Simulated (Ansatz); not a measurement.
LiNi2P2:
Space group I4/mmm (No. 139); a = 3.7370 Å, b = 3.7370 Å, c = 9.1286 Å, α = 90.00°, β = 90.00°, γ = 90.00°

```tsv
atom	site	symmetry	x	y	z
Li	2a	4/mmm	0.0000	0.0000	0.0000
P	4e	4mm	0.0000	0.0000	0.3815
Ni	4d	-4m2	0.0000	0.5000	0.2500
```
(The calculation used a cell of 5 atoms; values per cell refer to that cell.)

This is the r²SCAN-relaxed structure.

Question: All from plane-wave PAW r²SCAN (Ansatz code), unless another level is named. Estimate the electronic character.

Answer: metallic (no gap).

Question: Give the formation energy from the elements (no fitted shifts).

Answer: -649 meV/atom.

Question: And the density of states at the Fermi level?

Answer: 0.48 states/eV per atom (mean over ±0.08 eV).

The workflow started from an entry of the Crystallography Open Database (COD). Whether it is the stable phase at ambient conditions was not checked. The r²SCAN relaxation kept the symmetry of its start; whether a distortion lowers the energy is not shown. The workflow began spin-polarised and lost its moments. The references are the lowest solids computed at this level, not always the standard phases.

Potentials: the later of the program's two PAW sets.
